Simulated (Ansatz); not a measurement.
BeS:
```xyz
4
Lattice="3.4636 0.0000 0.0000 -1.7318 2.9995 0.0000 0.0000 0.0000 6.0744" Properties=species:S:1:pos:R:3 pbc="T T T"
Be     0.0000     1.9997     1.5186
Be     1.7318     0.9998     4.5558
S      0.0000     1.9997     4.5558
S      1.7318     0.9998     1.5186
```

Relaxed with PBE+D3(BJ). PBE+D3(BJ) (plane waves, PAW; program Ansatz) gives a gap of 3.28 eV.

What gap does HSE06 give on the same cell (Ansatz, PAW)?

4.30 eV, 1.01 eV more. The hybrid was solved on a coarser mesh and at special points; its gap is the smallest among all of these.

```json
[
 {"k": "Γ", "v1 PBE+D3(BJ)": "-0.09", "c1 PBE+D3(BJ)": "4.99", "v1 HSE06": "-0.09", "c1 HSE06": "6.10"},
 {"k": "A", "v1 PBE+D3(BJ)": "-1.41", "c1 PBE+D3(BJ)": "5.66", "v1 HSE06": "?", "c1 HSE06": "?"},
 {"k": "K", "v1 PBE+D3(BJ)": "-1.61", "c1 PBE+D3(BJ)": "5.40", "v1 HSE06": "?", "c1 HSE06": "?"},
 {"k": "H", "v1 PBE+D3(BJ)": "-0.66", "c1 PBE+D3(BJ)": "3.58", "v1 HSE06": "?", "c1 HSE06": "?"},
 {"k": "M", "v1 PBE+D3(BJ)": "-0.93", "c1 PBE+D3(BJ)": "3.89", "v1 HSE06": "-0.97", "c1 HSE06": "4.94"},
 {"k": "L", "v1 PBE+D3(BJ)": "-1.09", "c1 PBE+D3(BJ)": "3.57", "v1 HSE06": "?", "c1 HSE06": "?"}
]
```

Top valence (v1) and lowest conduction level (c1) in eV from each method's valence maximum (which need not be a listed point): supply the withheld HSE06 values.


- H, v1 HSE06: -0.72
- H, c1 HSE06: 4.65
- L, v1 HSE06: -1.17
- L, c1 HSE06: 4.60
- A, v1 HSE06: -1.50
- A, c1 HSE06: 6.90
- K, v1 HSE06: -1.72
- K, c1 HSE06: 6.36

Cost on shared cores: the PBE+D3(BJ) run (SCF on a 9×9×5 mesh, then bands and DOS) around 9 core-seconds (rough), the HSE06 run (SCF on 7×7×4, then a few points) around 80 core-seconds (rough); the tasks are unlike.

Space group P6_3/mmc. A made-up cell: these elements were put on the sites of a structure type; neither database checked (COD, Materials Project) lists it. COD files the formula under space group No. 216, so this cell is another polymorph or a model. Its standing as an ambient phase is unchecked. The cell was relaxed with PBE+D3(BJ) under the symmetry of its start. At this level the phase is dynamically unstable (imaginary phonons).

Potentials: the later of the program's two PAW sets.
